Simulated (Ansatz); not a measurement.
The start is a generated cell, Au built in the AFLOW prototype A_tP4_129_ac (A_d). The structure is fully relaxed (lattice and positions, P = 0) with PBE (plane waves to 420 eV, PAW, scalar-relativistic; Ansatz, an electronic-structure program). First-step values are on the input's coarse k-mesh.

Ansatz input (later rounds restart from its end on a renewed k-mesh):
Ansatz 0.2 input:
```yaml
crystal:
  lattice:
    - [4.6130597, 0, 0]
    - [0, 4.6130597, 0]
    - [0, 0, 3.1915553]
  atoms:
    - { symbol: Au, position: [0, 0, 0] }
    - { symbol: Au, position: [0.5, 0.5, 0] }
    - { symbol: Au, position: [0.5, 0, 0.375] }
    - { symbol: Au, position: [0, 0.5, 0.625] }
basis: { ecutwfc: 420, ecutrho_ratio: 4, xc_grid: 2, fft_grid_basis: typed }
kpoints: { mp_grid: { grid: [7, 7, 10] } }
hamiltonian:
  xc: pbe
  dispersion: none
  pseudopotentials: { azcp: { folder: ./paw }, kind: paw }
scf: { occupations: { method: fermi_dirac, width: 0.05 } }
relax: { f_tol: 0.01, max_steps: 100, cell: { stress_tol: 0.02 } }
output: { forces: true, stress: true }
```

```yaml
largest_initial_force: 2.57 eV/Å, on Au3, Au4 (atoms numbered as listed)
outcome: The space group goes from P4/nmm (No. 129) to I4/mmm (No. 139); the end is AFLOW prototype A_tI2_139_a (A_a), with 1 atom in the primitive cell
volume_change: +6.6 %, from 16.98 to 18.11 Å³/atom
Shortest distances (start → end): "The closest pairs of elements (up to four, under 3.6 Å), start → end: Au–Au 2.60 → 2.88 Å"
optimiser_moves: 16
```

Final structure:

Space group I4/mmm (No. 139); a = b = 3.5025 Å, c = 2.9518 Å, α = β = γ = 90.00°

| atom | site | symmetry | x | y | z |
|---|---|---|---|---|---|
| Au | 2a | 4/mmm | 0.0000 | 0.0000 | 0.0000 |
(The calculation used a cell of 1 atom; values per cell refer to that cell.)

Final values are on a 20×20×20 k-mesh of the relaxed cell. No spin polarisation in the result.

The run could not lose the symmetry of its start, so the end can be a saddle point.

The relaxed structure here is a generated cell of Au: the first start was made by placing the elements on the sites of a structure type, and the end was not matched to a known phase here, so it may be hypothetical. Known forms of Au include space group No. 225.
